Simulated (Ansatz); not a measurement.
Polymorphs of TePb, each relaxed with the program Ansatz at the HSE06 level (PAW):

A: P6_3/mmc
a = 5.5319 Å, b = 5.5319 Å, c = 6.4781 Å, α = 90.00°, β = 90.00°, γ = 120.00°

```json
[
 {"atom": "Pb", "site": "2c", "symmetry": "-6m2", "x": "0.3333", "y": "0.6667", "z": "0.2500"},
 {"atom": "Te", "site": "2d", "symmetry": "-6m2", "x": "0.6667", "y": "0.3333", "z": "0.2500"}
]
```

B: zinc blende (F-43m)
a = 7.290 Å, b = 7.290 Å, c = 7.290 Å, α = 90.00°, β = 90.00°, γ = 90.00°

| atom | site | symmetry | x | y | z |
|---|---|---|---|---|---|
| Te | 4c | -43m | 0.2500 | 0.2500 | 0.2500 |
| Pb | 4a | -43m | 0.0000 | 0.0000 | 0.0000 |

C: rock salt (Fm-3m)
a = b = c = 6.5180 Å, α = β = γ = 90.00°

| atom | site | symmetry | x | y | z |
|---|---|---|---|---|---|
| Te | 4a | m-3m | 0.0000 | 0.0000 | 0.0000 |
| Pb | 4b | m-3m | 0.5000 | 0.5000 | 0.5000 |

Order them by energy per atom at 0 K (lowest first) at the level HSE06.

C (+0 meV/atom), A (+95 meV/atom), B (+225 meV/atom)

Give each one's gap.

A 1.59 eV; B 0.98 eV; C 1.18 eV.

Constructed cells (a structure type filled with these elements, in neither database checked): A; B. Not the usual ambient phase: A; B. All cells were relaxed under the symmetry of their starts (and spin orders); stability against distortions was not tested throughout. Scalar-relativistic: spin–orbit coupling is off unless named, which matters more the heavier the elements.

Potentials: the later of the program's two PAW sets.
